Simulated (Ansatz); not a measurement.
# VGe3, a database entry at a rescaled volume

```yaml
crystal:
  lattice:
    - [4.83774, 0.00000, 0.00000]
    - [0.00000, 4.83774, 0.00000]
    - [0.00000, 0.00000, 4.83774]
  atoms:
    - { symbol: Ge, position: [0.25000, 0.00000, 0.50000] }
    - { symbol: Ge, position: [0.50000, 0.75000, 0.00000] }
    - { symbol: Ge, position: [0.75000, 0.00000, 0.50000] }
    - { symbol: Ge, position: [0.50000, 0.25000, 0.00000] }
    - { symbol: Ge, position: [0.00000, 0.50000, 0.75000] }
    - { symbol: Ge, position: [0.00000, 0.50000, 0.25000] }
    - { symbol: V, position: [0.00000, 0.00000, 0.00000] }
    - { symbol: V, position: [0.50000, 0.50000, 0.50000] }
```

Level: LDA, no spin polarisation; 420 eV; 7×7×7 Γ-centred mesh; fermi-dirac occupations (width 0.0738 eV); Ansatz 0.2.0, fixed geometry.

Question: What is the formation energy?

Answer: 0.23 eV an atom against the elements' usual phases (free molecules for gases, crystals otherwise, with no correction for O₂ or N₂), so at this geometry it isn't bound against them. Relaxing would lower it.

Question: How is the charge shared?

Answer: Bader charges in e: V +0.71, Ge -0.24. In the mean V gives up most and Ge takes most.

Question: What happens at the Fermi level?

Answer: It is a metal, with about 9.8 states/eV a cell as the mean within 0.25 eV of the Fermi level, mostly V d (69 %) and Ge p (23 %).

Question: What does the stress say?

Answer: The pressure is 9.1 GPa (compression positive), so with the atoms held at these fractions the cell would first expand.

Origin: a database entry at a rescaled volume. Caveats: no spin polarisation, so a magnetic state may lie lower.
